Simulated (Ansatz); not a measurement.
Input file for Ansatz (a first-principles code):

Ansatz 0.2 input:
```yaml
crystal:
  lattice:
    - [4.4293183692, 0.0, 0.0]
    - [0.0, 4.4293183692, 0.0]
    - [0.0, 0.0, 2.9731270506]
  atoms:
    - { symbol: Mg, position: [0.0, 0.0, 0.0] }
    - { symbol: Mg, position: [0.5, 0.5, 0.5] }
    - { symbol: H, position: [0.3043239154, 0.3043239154, 0.0] }
    - { symbol: H, position: [0.1956760846, 0.8043239154, 0.5] }
    - { symbol: H, position: [0.6956760846, 0.6956760846, 0.0] }
    - { symbol: H, position: [0.8043239154, 0.1956760846, 0.5] }
kpoints:
  mp_grid: { grid: [6, 6, 9] }
hamiltonian:
  xc: lda
  pseudopotentials: { kind: paw }
scf:
  occupations: { method: fixed }
phonons:
  method: dfpt
  response_accuracy: low
  eigenvectors: true
  rigid_motions: translations
  dielectric: true
  raman: true
```

Output (shortened):

```
Pseudopotential: Mg, paw, valence charge 10
Pseudopotential: H, paw, valence charge 1
Functional definition: SPW92
Crystal: 6 atoms, lattice volume = 58.329 Å³
Basis set: ecut = 420 eV, 1145 PW (Γ), exchange–correlation on 60×60×40 points (8 copies of the dense FFT grid, shifted against one another)
Bands: 18, of which v1, the nominal top of the filled ones, is band 12 counted from 1 (11 counted from 0)
Symmetry: 16 space group operations
k-points: 164 of 324 (irreducible under 1 space group operation, time reversal used)
SCF iter   1: F=—  HF=-3866.965119 eV  |F-HF|=—  |Δ(HF+E_count)|=         —  Δρ=1.29e-2  dr2=6.25e-2  ethr=1.77e-3  ⟨swp⟩=5.0  Hψ=12492  notcnv=0  defer=641
preconditioner: auto → none
SCF iter   2: F=—  HF=-3866.937905 eV  |F-HF|=—  |Δ(HF+E_count)|=   2.72e-2  Δρ=4.22e-3  dr2=6.83e-3  ethr=2.60e-4  ⟨swp⟩=1.5  Hψ=4402  notcnv=0  defer=618
SCF iter   3: F=—  HF=-3866.934872 eV  |F-HF|=—  |Δ(HF+E_count)|=   3.03e-3  Δρ=1.21e-4  dr2=5.34e-6  ethr=2.85e-5  ⟨swp⟩=3.0  Hψ=4951  notcnv=0  defer=654
SCF iter   4: F=—  HF=-3866.934872 eV  |F-HF|=—  |Δ(HF+E_count)|=   1.79e-7  Δρ=3.54e-5  dr2=2.69e-7  ethr=2.23e-8  ⟨swp⟩=2.0  Hψ=4632  notcnv=0  defer=310
SCF iter   5: F=—  HF=-3866.934871 eV  |F-HF|=—  |Δ(HF+E_count)|=   1.30e-7  Δρ=5.63e-6  dr2=1.13e-8  ethr=1.12e-9  ⟨swp⟩=2.1  Hψ=4472  notcnv=0  defer=288
SCF iter   6: F=—  HF=-3866.934872 eV  |F-HF|=—  |Δ(HF+E_count)|=   5.73e-9  Δρ=5.42e-7  dr2=1.00e-10  ethr=4.71e-11  ⟨swp⟩=2.0  Hψ=3030  notcnv=0  defer=288
SCF iter   7: F=-3866.934872 eV  HF=-3866.934872 eV  |F-HF|=0.00e0  |Δ(HF+E_count)|=  7.37e-11  Δρ=2.71e-8  dr2=3.58e-13  ethr=1.00e-12  ⟨swp⟩=10.3  Hψ=14757  notcnv=0
SCF 1 converged in 7 iterations: F = -3866.934872 eV  dr2 = 3.58e-13
NSCF: frozen V_eff on 4 k-points
DFPT response loops at Γ: preconditioner auto → none (the input reference at scf.mixing.eps_inf says where Resta's filter doesn't serve); β = 0.50 …
── the response to a field inside a basis, on 10×10×14 k-points: an SCF that follows is theirs, and a resumed run solves both again ──
Crystal: 6 atoms, lattice volume = 58.329 Å³
Bands: 13, of which v1, the nominal top of the filled ones, is band 12 counted from 1 (11 counted from 0)
k-points: 105 of 1400
SCF iter   1: F=—  HF=-3866.934344 eV  |F-HF|=—  |Δ(HF+E_count)|=         —  Δρ=2.23e-4  dr2=6.07e-6  ethr=1.00e-1
preconditioner: auto → none
SCF iter   2: F=—  HF=-3866.934346 eV  |F-HF|=—  |Δ(HF+E_count)|=   1.93e-6  Δρ=1.07e-4  dr2=1.33e-6  ethr=2.53e-8
SCF iter   3: F=—  HF=-3866.934347 eV  |F-HF|=—  |Δ(HF+E_count)|=   8.33e-7  Δρ=6.75e-6  dr2=6.24e-9  ethr=5.53e-9
SCF iter   4: F=-3866.934347 eV  HF=-3866.934347 eV  |F-HF|=4.73e-11  |Δ(HF+E_count)|=   3.88e-9  Δρ=3.54e-7  dr2=2.92e-11  ethr=2.60e-11
SCF 1 converged in 4 iterations: F = -3866.934347 eV  dr2 = 2.92e-11
DFPT response loops at Γ: mixed as the last ones told, above
DFPT response loops at Γ: mixed as the last ones told, above
SCF converged after 7 iterations
Free energy (F): -3866.934872 eV
Harris-Foulkes:  -3866.934872 eV  (|F-HF|=0.00e0)
Internal energy: -3866.934872 eV  (E = F + TS)
E sigma→0 (E₀):  -3866.934872 eV
Fermi energy:    2.119078 eV
--- Per-component energies (eV) ---
  E_band       = -743.642954
  E_kinetic    = 207.909085
  E_local      = -3409.328016  (includes V_loc(G=0)·N_el)
  E_nonlocal   = 197.461266
  E_hartree    = 1220.585219
  E_xc         = -93.939737
  E_vxc        = -122.347195  (∫ρ·V_xc dr)
  E_paw        = -543.767762  (= ΣΔE_a)
  E_vpaw       = -58.503560  (= ΣTr[D̂ρ^β])
  E_aug_tail   = -0.004950  (compensation charges beyond the density's cutoff)
  E_ewald      = -1446.150936
  E_core_change = 0.300959  (= ΣΔE_core)
  E_smearing   =  0.000000  (= −TS)
  E_closure    = 0.000000  (closes the sum)
  Σ components = -3866.934872   (vs F -3866.934872, Δ=0.00e0)
  [band-id]    e_kinetic+e_local+e_nonlocal+2·e_hartree+e_vxc+e_vpaw+e_augmentation_tail = -743.642931   (vs E_band -743.642954, Δ=2.23e-5)
--- Band table (eV; the first three rows and the last of 164) ---
  k-point 0: bands = ["-70.7786", "-70.7773", "-38.2194", "-38.2194", "-38.1999", "-38.1999", "-38.1838", "-38.1804", "-4.7561", "0.5516", "0.5516", "1.6314", "6.4410", "7.0740", "11.2327", "11.2327", "12.9830", "13.2539"]
  k-point 1: bands = ["-70.7782", "-70.7769", "-38.2187", "-38.2187", "-38.1997", "-38.1997", "-38.1885", "-38.1854", "-4.5628", "0.6815", "0.6815", "1.6359", "6.6501", "7.1456", "11.0213", "11.3438", "11.3438", "12.8286"]
  k-point 2: bands = ["-70.7772", "-70.7762", "-38.2167", "-38.2167", "-38.2003", "-38.1991", "-38.1991", "-38.1978", "-3.9909", "1.0463", "1.0463", "1.4822", "7.1484", "7.2771", "9.6156", "11.2796", "11.2796", "12.0862"]
  k-point 163: bands = ["-70.7750", "-70.7750", "-38.2218", "-38.2218", "-38.2131", "-38.2131", "-38.1984", "-38.1984", "0.0056", "0.0056", "0.9478", "0.9478", "5.8990", "5.8990", "6.1005", "6.1005", "15.1379", "15.1379"]
--- Phonons (Γ-DFPT): 4 representative perturbations + reference, on 164 of 324 k-points (Σ response iterations 12) ---
  ASR residual: 3.569e-5 → 0.000e0 eV/Å²; symmetrization residual: 9.428e-6 eV/Å²
  ASR residual per site (eV/Å²): 3.57e-5 3.57e-5 1.16e-5 1.16e-5 1.16e-5 1.16e-5
  Γ frequencies (cm⁻¹): 0.00 0.00 0.00 183.64 232.92 303.29 303.29 492.04 492.04 736.07 911.04 1018.15 1018.15 1147.61 1244.10 1244.10 1347.24 1500.86
  ε∞ (high-frequency dielectric tensor):
        4.258797     0.000000     0.000000
        0.000000     4.258797     0.000000
        0.000000     0.000000     4.309078
  ε⁰ (static dielectric tensor: ions relaxed, cell fixed):
       11.811708     0.000000     0.000000
        0.000000    11.811708     0.000000
        0.000000     0.000000     8.380460
  ε⁰ − ε∞ (ionic part):
        7.552911     0.000000     0.000000
        0.000000     7.552911     0.000000
        0.000000     0.000000     4.071382
  softest optical mode at Γ: 183.64 cm⁻¹; the repairs (sum rule, projections) moved no ω² at Γ by more than (7.16 cm⁻¹)²
  Born effective charges Z* (e; rows j = field, columns β = displacement):
    site 0:
         1.83213    0.12065    0.00000
         0.12065    1.83213    0.00000
         0.00000    0.00000    1.93095
    site 1:
         1.83213   -0.12065    0.00000
        -0.12065    1.83213    0.00000
         0.00000    0.00000    1.93095
    site 2:
        -0.91607   -0.21095    0.00000
        -0.21095   -0.91607    0.00000
         0.00000    0.00000   -0.96547
    site 3:
        -0.91607    0.21095    0.00000
         0.21095   -0.91607    0.00000
         0.00000    0.00000   -0.96547
    site 4:
        -0.91607   -0.21095    0.00000
        -0.21095   -0.91607    0.00000
         0.00000    0.00000   -0.96547
    site 5:
        -0.91607    0.21095    0.00000
         0.21095   -0.91607    0.00000
         0.00000    0.00000   -0.96547
  Z* charge neutrality: 7.803e-4 e pre-enforcement
  solved inside a basis spanned on kpoints, on 10×10×14 k-points: ε∞ is read to err by 1.1e-2, Z* by 1.1e-2 e (field_mesh: kpoints solves on kpoints) …
  Raman tensors (in the event stream and the table raman_tensors.tsv) …
  optical modes at Γ without the LO–TO term, one row a degenerate level:
      ω (cm⁻¹)  modes    IR ((D/Å)²/amu)  static Raman (Å⁴/amu)  depolarisation
        183.64      1             0.0000                 0.0000               —
        232.92      1             0.0000                 1.1491           0.750
        303.29      2             1.1167                 0.0000               —
        492.04      2            82.9082                 0.0000               —
        736.07      1             0.0000                 0.0000               —
        911.04      1            92.4163                 0.0000               —
       1018.15      2             0.0000                82.7254           0.750
       1147.61      1             0.0000                 0.0000               —
       1244.10      2            90.5779                 0.0000               —
       1347.24      1             0.0000                29.5877           0.744
       1500.86      1             0.0000                21.7518           0.750
  optical modes at Γ + LO–TO along q̂ = [1.0000, 0.0000, 0.0000]:
      ω (cm⁻¹)  modes    IR ((D/Å)²/amu)  static Raman (Å⁴/amu)  depolarisation
        183.64      1             0.0000                 0.0000               —
        232.92      1             0.0000                 1.1491           0.750
        303.29      1             0.5584                 0.0000               —
        305.44      1             0.0415                 0.0000               —
        492.04      1            41.4541                 0.0000               —
        709.69      1            20.8448                 0.0000               —
        736.07      1             0.0000                 0.0000               —
        911.04      1            92.4163                 0.0000               —
       1018.15      2             0.0000                82.7254           0.750
       1147.61      1             0.0000                 0.0000               —
       1244.10      1            45.2889                 0.0000               —
       1347.24      1             0.0000                29.5877           0.744
       1426.35      1            66.4152                 0.0000               —
       1500.86      1             0.0000                21.7518           0.750
  optical modes at Γ + LO–TO along q̂ = [0.0000, 1.0000, 0.0000]:
      ω (cm⁻¹)  modes    IR ((D/Å)²/amu)  static Raman (Å⁴/amu)  depolarisation
        183.64      1             0.0000                 0.0000               —
        232.92      1             0.0000                 1.1491           0.750
        303.29      1             0.5584                 0.0000               —
        305.44      1             0.0415                 0.0000               —
        492.04      1            41.4541                 0.0000               —
        709.69      1            20.8448                 0.0000               —
        736.07      1             0.0000                 0.0000               —
        911.04      1            92.4163                 0.0000               —
       1018.15      2             0.0000                82.7254           0.750
       1147.61      1             0.0000                 0.0000               —
       1244.10      1            45.2889                 0.0000               —
       1347.24      1             0.0000                29.5877           0.744
       1426.35      1            66.4152                 0.0000               —
       1500.86      1             0.0000                21.7518           0.750
  optical modes at Γ + LO–TO along q̂ = [0.0000, 0.0000, 1.0000]:
      ω (cm⁻¹)  modes    IR ((D/Å)²/amu)  static Raman (Å⁴/amu)  depolarisation
        183.64      1             0.0000                 0.0000               —
        232.92      1             0.0000                 1.1491           0.750
        303.29      2             1.1167                 0.0000               —
        492.04      2            82.9082                 0.0000               —
        736.07      1             0.0000                 0.0000               —
       1018.15      2             0.0000                82.7254           0.750
       1147.61      1             0.0000                 0.0000               —
       1244.10      2            90.5779                 0.0000               —
       1270.52      1            92.4163                 0.0000               —
       1347.24      1             0.0000                29.5877           0.744
       1500.86      1             0.0000                21.7518           0.750
```

Cost: roughly 6 core-minutes on shared cores.

Space group P4_2/mnm (rutile). The LDA relaxation kept the symmetry of its start; phonons on a q-mesh show no instability.

Potentials: the later of the program's two PAW sets.

Ansatz is a plane-wave DFT program.
